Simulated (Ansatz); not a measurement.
Ti₂GeC: computed property card

Ti$_{2}$GeC:
```
Ti2GeC
1.0
    3.05370     0.00000     0.00000
   -1.52685     2.64458     0.00000
    0.00000     0.00000    12.88128
Ti Ge C
4 2 2
Direct
  0.66667   0.33333   0.58926
  0.33333   0.66667   0.41074
  0.33333   0.66667   0.08926
  0.66667   0.33333   0.91074
  0.66667   0.33333   0.25000
  0.33333   0.66667   0.75000
  0.00000   0.00000   0.50000
  0.00000   0.00000   0.00000
```

Space group P6_3/mmc (No. 194); conventional cell a = b = 3.054 Å, c = 12.881 Å, α = β = 90.00°, γ = 120.00°.

Method: plane-wave PAW PBEsol (Ansatz code). Structure relaxed to zero pressure with the same functional. Other levels are named where they apply.

### Cell and energy

```json
{
 "volume_per_atom": "13.00 Å³",
 "density": "5.76 g/cm³",
 "Formation energy from the elements (no fitted shifts)": "-0.90 eV/atom"
}
```

### Electronic structure

```json
{
  "electronic_character": "metallic (no gap)",
  "Density of states at the Fermi level": "0.36 states/eV per atom (mean over ±0.08 eV)",
  "Gap with spin–orbit coupling": "none (metallic)"
}
```

### Mechanics

```json
{
  "Bulk modulus (Birch–Murnaghan fit)": "167 GPa",
  "Pressure derivative B′": "4.5",
  "Elastic constants (relaxed ions, GPa)": "C11 = 309, C12 = 86.2, C13 = 103, C33 = 313, C44 = 134",
  "mechanical_stability": "stable (all eigenvalues of C positive)",
  "hill_bulk_and_shear_moduli": "168 and 118 GPa",
  "Young's modulus": "286 GPa",
  "Poisson's ratio": "0.22",
  "debye_temperature_from_the_elastic_constants": "633 K"
}
```

### Phonons

```json
{
  "highest_zone_centre_frequency": "19.38 THz",
  "zone_centre_stability": "no imaginary mode at Γ"
}
```

The workflow started from a Materials Project entry (that database holds measured and hypothetical structures alike); the Crystallography Open Database copy checked does not list it. Whether it is the stable phase at ambient conditions was not checked. Symmetry was held in the PBEsol relaxation. No spin polarisation was allowed. As this level gives no gap, shear constants depend on the k-mesh and smearing (Fermi–Dirac, 0.1 eV here). As this level gives no gap, phonon frequencies hold no LO–TO term and depend on the k-mesh and smearing (Fermi–Dirac, 0.1 eV here). The references are the lowest solids computed at this level, not always the standard phases. Spin–orbit coupling is left out wherever it is not named.

Potentials: the later of the program's two PAW sets.
